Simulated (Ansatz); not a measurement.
Relaxed W (bcc, W type):

```
W
1.0
   -3.18365     3.18365     3.18365
    0.00000     0.00000     3.18365
    0.00000     3.18365     0.00000
W
2
Direct
  0.00000   0.00000   0.00000
  0.50000   0.00000   0.00000
```

A phonon eigenvector at H = (0.5, 0.5, 0.5) is frozen into this cell: atom i moves by Q times the vector below, so Q is the largest atomic displacement, in Å. The cell is held. It is one choice among 3 degenerate patterns. (q is in reciprocal vectors of the primitive cell; the cell shown is doubled to hold the pattern.)

```json
[
 {"atom": "W1", "x": "0.000", "y": "0.000", "z": "-1.000"},
 {"atom": "W2", "x": "0.000", "y": "0.000", "z": "1.000"}
]
```

These are PBE (plane waves to 420 eV, PAW, scalar-relativistic; Ansatz, a quantum-chemistry and plane-wave program) values and carry that method's errors. k mesh 20×20×20 (Γ-centred), Fermi-Dirac smearing 0.05 eV. E stands for the smeared free energy. With partly filled bands, energies and forces of such displacements shift with the k mesh and the smearing. Spin-orbit coupling is left out, though W is heavy. The PAW data are Ansatz's earlier set. W is run without spin polarisation. W was relaxed with its symmetry unable to fall. ΔE is measured from the undisplaced structure. The last digit holds for this mesh only.

| Q (Å) | ΔE (meV/cell) |
|---|---|
| -0.2800 | 1524.6 |
| -0.2333 | withheld |
| -0.1867 | 712.2 |
| -0.1400 | 400.0 |
| -0.0933 | 176.9 |
| -0.0467 | 44.1 |
| 0.0000 | 0.0 |
| 0.0467 | 44.1 |
| 0.0933 | 176.9 |
| 0.1400 | 400.0 |
| 0.1867 | 712.2 |
| 0.2333 | withheld |
| 0.2800 | 1524.6 |

Question: Fit an even polynomial form (powers 2, 4, 6) to the given rows and predict ΔE at Q = 0.2333.

Answer: Least squares on the 11 given rows: ΔE = (20130)·Q² + (22320)·Q⁴ + (-396500)·Q⁶, in meV/cell with Q in Å; root-mean-square residual 0.20 meV/cell. At 0.2333 the fit gives 1097.8 meV/cell; the calculation gives 1092.7 meV/cell, so the interpolation is off by 5.1 (+0.5 %). The quadratic term alone would give 1095.7 meV/cell.

(A displaced cell: forces are minus the slopes of the energy, force constants its curvatures, and phonons follow from these.)
